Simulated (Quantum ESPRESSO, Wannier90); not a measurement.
# Se (P3₁21): Wannier90 run

```
Se
1.0
    4.50482     0.00000     0.00000
   -2.25241     3.90129     0.00000
    0.00000     0.00000     4.97880
Se
3
Direct
  0.21789   0.00000   0.33333
  0.00000   0.21789   0.66667
  0.78211   0.78211   0.00000
```

Materials Project entry mp-14; symmetrised, unrelaxed at this level. COD (Crystallography Open Database) has the formula in 4 space groups, this one among them (matched by group alone). Level: PBEsol, spinors with spin-orbit coupling; pw.x of Quantum ESPRESSO at 69 Ry with PseudoDojo potentials, 6×6×4 k-points, Wannier90. Density: 12×12×6 mesh, cold smearing 0.01 Ry. The cell is built of weakly bound layers, chains or molecules, whose nearest atoms lie 3.56 Å apart. Database cells relaxed without dispersion often hold them too far apart, which can enlarge gaps and weakens couplings between them; spacing and stacking were not compared with the measured crystal.

The lattice is scaled uniformly with fixed fractional positions (axis ratios and free coordinates are held, so this isn't the response to pressure), and at each scale an atom-like model (Se sp; disentangled, num_iter = 0) is made. Listed is the largest hopping of each kind of orbital pair shown, with the distance of the two functions' centres at scale 1; the mesh was not varied.

```json
[
 {"scale": "0.980", "gap (eV)": "1.083", "modulus of t, Se3 pz↑–Se2 py↑ at 2.45 Å (eV)": "2.098", "modulus of t, Se3 py↑–Se2 s↑ at 2.43 Å (eV)": "1.826", "modulus of t, Se3 s↑–Se1 s↑ at 2.37 Å (eV)": "1.424"},
 {"scale": "0.990", "gap (eV)": "1.051", "modulus of t, Se3 pz↑–Se2 py↑ at 2.45 Å (eV)": "2.040", "modulus of t, Se3 py↑–Se2 s↑ at 2.43 Å (eV)": "1.759", "modulus of t, Se3 s↑–Se1 s↑ at 2.37 Å (eV)": "1.360"},
 {"scale": "1.000", "gap (eV)": "1.020", "modulus of t, Se3 pz↑–Se2 py↑ at 2.45 Å (eV)": "1.984", "modulus of t, Se3 py↑–Se2 s↑ at 2.43 Å (eV)": "1.694", "modulus of t, Se3 s↑–Se1 s↑ at 2.37 Å (eV)": "1.298"},
 {"scale": "1.010", "gap (eV)": "0.991", "modulus of t, Se3 pz↑–Se2 py↑ at 2.45 Å (eV)": "1.928", "modulus of t, Se3 py↑–Se2 s↑ at 2.43 Å (eV)": "1.631", "modulus of t, Se3 s↑–Se1 s↑ at 2.37 Å (eV)": "1.238"},
 {"scale": "1.020", "gap (eV)": "0.963", "modulus of t, Se3 pz↑–Se2 py↑ at 2.45 Å (eV)": "1.873", "modulus of t, Se3 py↑–Se2 s↑ at 2.43 Å (eV)": "1.570", "modulus of t, Se3 s↑–Se1 s↑ at 2.37 Å (eV)": "1.182"}
]
```

Task: With |t| ∝ d^(−η), find η for each hopping from the ends of the series, and the volume deformation potential of the gap at scale 1.

Result: 
- Se3 pz↑–Se2 py↑ at 2.45 Å: η = −ln(1.873/2.098)/ln(1.020/0.980) = 2.8
- Se3 py↑–Se2 s↑ at 2.43 Å: η = −ln(1.570/1.826)/ln(1.020/0.980) = 3.8
- Se3 s↑–Se1 s↑ at 2.37 Å: η = −ln(1.182/1.424)/ln(1.020/0.980) = 4.7
Harrison's rules would take η = 2.0, 2.0, 2.0 for these pairs; they describe atomic orbitals, while these are orthogonalised and change shape with the volume.
Volume deformation potential of the gap: dE_g/d ln V = (0.991 − 1.051)/(3 ln(1.010/0.990)) = -1.0 eV.
